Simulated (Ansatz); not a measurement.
**Conduction electrons in AlOs (Pm-3m)**

```xyz
2
Lattice="2.9730 0.0000 0.0000 0.0000 2.9730 0.0000 0.0000 0.0000 2.9730" Properties=species:S:1:pos:R:3 pbc="T T T"
Al    0.0000    0.0000    0.0000
Os    1.4865    1.4865    1.4865
```

The conventional cell has a = 2.973 Å, b = 2.973 Å, c = 2.973 Å, α = 90.00°, β = 90.00°, γ = 90.00°. Around Al (atom 1) lie 8 Os at 2.57 Å. Os (atom 2) is surrounded by 8 Al at 2.57 Å.

Unless marked otherwise, the numbers come from LDA, all-electron LAPW in Ansatz 0.2.0, scalar-relativistic. k mesh 12×12×12, fine mesh 20×20×20, Fermi-Dirac smearing of 0.100 eV, basis error target 1 meV/atom. The cell was relaxed by PAW under this functional. The structure is one entry of a database and needn't be the stable phase.

Levels and slopes are solved on a 20×20×20 mesh, and each state is taken as quadratic over its cell.

Task: What is the density of states at the Fermi level, and which bare Sommerfeld coefficient follows?

Result: N(E_F) = 0.618 states/eV/atom (both spins), so γ = (π²/3) k_B² N(E_F) = 1.46 mJ/(mol-atom K²) without electron-phonon or spin-fluctuation enhancement.

Task: What Drude plasma energy and σ/τ do the band velocities give?

Result: (ħω_p,α)² = (e²/ε₀VN_k) Σ_nkσ (∂E/∂k_α)² δ(E − E_F) gives ħω_p = (8.60, 8.60, 8.60) eV along x, y, z, and σ/τ = ε₀ω_p² = 15.1×10²⁰ Ω⁻¹m⁻¹s⁻¹ along x. Weighted by the density of states, the mean Fermi speed is 0.721×10⁶ m/s; the surface has an area of 27.7 Å⁻² for each spin direction.

Task: Which bands cross the Fermi level, and what do they carry?

Result: 

```csv
band,filled part,N (states/eV/cell),speed (10⁶ m/s),5th to 95th percentile,area (Å⁻²),filling
1,0.97,0.0858,0.921,0.47 to 1.49,2.46,nearly full
2,0.90,0.23,0.873,0.36 to 1.40,6.24,partly filled
3,0.62,0.919,0.665,0.41 to 1.07,19,partly filled
```

Task: Map the plane k₃ = 0 of the mesh: how many bands lie under the Fermi level at each point, counted from the least on the plane?

Result: k₁ runs to the right and k₂ upwards, each from −½ to ½ with 0 in the middle (the axes needn't be at right angles):
```
33333332222222333333
33333332222222333333
33333332222222333333
33333332222222333333
33333332222222333333
33333333222223333333
22222232222222322222
22222222110112222222
22222222100012222222
22222222000002222222
22222222100012222222
22222222110112222222
22222232222222322222
33333333222223333333
33333332222222333333
33333332222222333333
33333332222222333333
33333332222222333333
33333332222222333333
33333332222222333333
```

Task: On PAW files the program sums the optical response inside the mesh cells, interband lines and its own Drude term. Where does ε₁ rise through zero (a sharp plasmon if ε₂ is small there), and how much light is reflected?

Result: 

```json
{"Fine mesh": "20, 20, 20", "Window top": "25 eV", "Line width": "0.2 eV", "Drude damping": "0.1 eV", "ε₁ rises through zero at x": "2.34, 5.49, 23.26 eV", "ε₂ there x": "2.45, 6.74, 0.52", "Plasma energy (x, y, z)": "8.703, 8.703, 8.703 eV", "Reflectivity at 1 eV, x-polarised": "0.9661", "Reflectivity at 2 eV, x-polarised": "0.8362", "Reflectivity at 3 eV, x-polarised": "0.3237"}
```

The plasma energy here is the program's own sum at the run's smearing; it differs from the value above by up to 1 %, through mesh and smearing.

Task: What does PAW give for the same cell?

Result: N(E_F) = 0.618 states/eV/atom and ħω_p,x = 8.60 eV.

Known limits: no spin-orbit coupling on heavy atoms; these sums move with the mesh, by several per cent and more for small sheets; frozen-core PAW files fitted under PBE, their cores solved anew for the functional of the run.
